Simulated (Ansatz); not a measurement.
**CsRb2ScCl6: do energies and stresses tell the same story?**

Level of theory: Ansatz, DFT r2SCAN, scalar-relativistic, plane waves, PAW.

Settings: cutoff 500 eV, Γ-centred mesh 4×4×4 on the computed 10-atom cell, Gaussian smearing of 0.02 eV; no spin polarisation.

Relaxed cell: Fm-3m, a = 11.394 Å, b = 11.394 Å, c = 11.394 Å, α = 90.00°, β = 90.00°, γ = 90.00°, 10 atoms in the primitive cell. Whether it is the stable form of this composition wasn't checked.

Energies at zero smearing and pressures from the stress tensor, at volumes with shape and atoms relaxed:
```csv
V (Å³/atom),E − E(first) (meV/atom),P (GPa)
34.766,0.00,1.255
35.875,-6.21,0.565
36.985,-8.10,-0.001
38.094,-6.42,-0.466
39.204,-1.84,-0.844
```

Task: Check P = −dE/dV between neighbouring volumes, and get the bulk modulus from the pressures alone.

Result: With 1 eV/Å³ = 160.2 GPa:
```
middle V (Å³/atom)  −ΔE/ΔV (GPa) mean P (GPa)
            35.321         0.897         0.910
            36.430         0.272         0.282
            37.540        -0.242        -0.234
            38.649        -0.661        -0.655
```

The two differ by 0.012 GPa at most. The mean of two end pressures misses the average over a step by about ΔV² P″/12, up to 0.012 GPa here; with that taken off 0.002 GPa remains. Around V = 36.985 Å³/atom, the two neighbours give B = −V ΔP/ΔV = 36.985 × 1.031 / 2.219 = 17.2 GPa, against B0 = 17.1 GPa from the Birch–Murnaghan fit of the energies.

Cost: 6 runs of about 17 core-minutes in all, on AMD EPYC (Zen 3) (shared hosts).